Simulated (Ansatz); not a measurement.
Relaxed TiB2 (AlB2 type, space group P6/mmm):

```
CELL_PARAMETERS angstrom
      3.02469     0.00000     0.00000
     -1.51235     2.61946     0.00000
      0.00000     0.00000     3.22263
ATOMIC_POSITIONS crystal
  Ti 0.00000 0.00000 0.00000
  B  0.33333 0.66667 0.50000
  B  0.66667 0.33333 0.50000
```

In this cell atom 1 (Ti, nearest neighbour B at 2.376 Å; its periodic images, 3.0 Å or more away, move with it) is moved by s along Cartesian [110], unit vector (0.707, 0.707, 0.000); all other atoms and the cell stay fixed.

Method: r2SCAN (plane waves to 500 eV, PAW, scalar-relativistic; Ansatz, a first-principles code). k mesh 14×14×12 (Γ-centred), Fermi-Dirac smearing 0.05 eV. The energy includes the smearing's −TS. With partly filled bands, energies and forces of such displacements shift with the k mesh and the smearing. TiB2 is run without spin polarisation. TiB2 was relaxed with its symmetry unable to fall. ΔE is measured from the undisplaced structure. The last digit holds for this mesh only.

```csv
s (Å),ΔE (meV/cell)
-0.710,3130.5
-0.568,withheld
-0.426,1285.7
-0.284,586.6
-0.142,148.4
0.000,0.0
0.142,148.4
0.284,586.6
0.426,1285.7
0.568,withheld
0.710,3130.5
```

### Question
Fit an even polynomial form (powers 2, 4, 6) to the given rows and predict ΔE at s = 0.568.

### Answer
Least squares on the 9 given rows: ΔE = (7393)·s² + (-1333)·s⁴ + (-2011)·s⁶, in meV/cell with s in Å; root-mean-square residual 0.06 meV/cell. At 0.568 the fit gives 2178.9 meV/cell; the calculation gives 2156.6 meV/cell, so the interpolation is off by 22.3 (+1.0 %). The quadratic term alone would give 2385.2 meV/cell.

(A displaced cell: forces are minus the slopes of the energy, force constants its curvatures, and phonons follow from these.)
